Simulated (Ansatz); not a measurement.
W (Im-3m), two-dimensional strain map

These are results of DFT PBEsol, scalar-relativistic, plane waves, PAW (Ansatz 0.2.0), not measurements. Settings: plane waves to 420 eV, k-mesh 20×20×20 (Γ-centred), Gaussian smearing 0.15 eV. Spin–orbit coupling is left out, which can shift energies with elements as heavy as these. No spin polarisation. Energies are free energies at this smearing, counted from the undisturbed cell; pressure is positive in compression.

Zero of the scan (as given, not relaxed at this level; it stands at -11.5 GPa):

```
CELL_PARAMETERS angstrom
-1.59730 1.59730 1.59730
1.59730 -1.59730 1.59730
1.59730 1.59730 -1.59730
ATOMIC_POSITIONS crystal
W 0.00000 0.00000 0.00000
```

The cell is strained by p along both x and y and by q along z, fractional coordinates fixed. Points are written (p, q). At -11 GPa the given cell is far from its own equilibrium, so these figures belong to a strongly strained crystal.

Energy above the undisturbed cell in meV/atom (a dash: not computed):

```csv
p \ q,-0.080,-0.040,0.000,0.040,0.080
-0.080,801.5,512.9,?,?,262.6
-0.040,?,?,28.1,45.6,123.8
0.000,96.8,-2.4,0.0,83.2,224.2
0.040,155.0,130.0,191.0,321.5,505.0
0.080,379.6,424.6,535.8,704.3,917.6
```

(1) Fill in the withheld energies.

Results:

(1) (-0.080, 0.000): 349.7; (-0.080, 0.040): 275.8; (-0.040, -0.080): 280.6; (-0.040, -0.040): 97.1.